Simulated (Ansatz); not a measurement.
HfB, DFT, PBE, all-electron LAPW, scalar-relativistic (Ansatz 0.2.0), run on 1 thread of Arm Neoverse V1 on a shared host.

The geometry is COD entry 1511179, unchecked; take it as a test cell.

Command: `ansatz run input.yaml --threads 1 --pin off --max-ram 2048MiB --backend cpu --events-out ev --progress --plain --runs-dir out`

```yaml
crystal:
  lattice:
    - [0.0, 2.31, 2.31]
    - [2.31, 0.0, 2.31]
    - [2.31, 2.31, 0.0]
  atoms:
    - { symbol: Hf, position: [0.5, 0.5, 0.5] }
    - { symbol: B, position: [0.0, 0.0, 0.0] }
kpoints:
  mp_grid: { grid: [15, 15, 15] }
scf:
  occupations: { method: fermi_dirac, width: 0.05 }
hamiltonian:
  xc: pbe
  pseudopotentials: { kind: all_electron, lapw: { basis_error: 0.003 } }
output:
  forces: true
  stress: true
  eigenvalues: true
```

(1) How large is the problem that the program sets up?

(2) Estimate the wall time and the peak memory.

## Answers

(1) 120 irreducible k-points, 181 plane waves at Γ, 25 bands.

(2) 21 s of wall time for 9 SCF iterations, with a peak of 0.38 GiB. Times on shared machines scatter by tens of per cent.
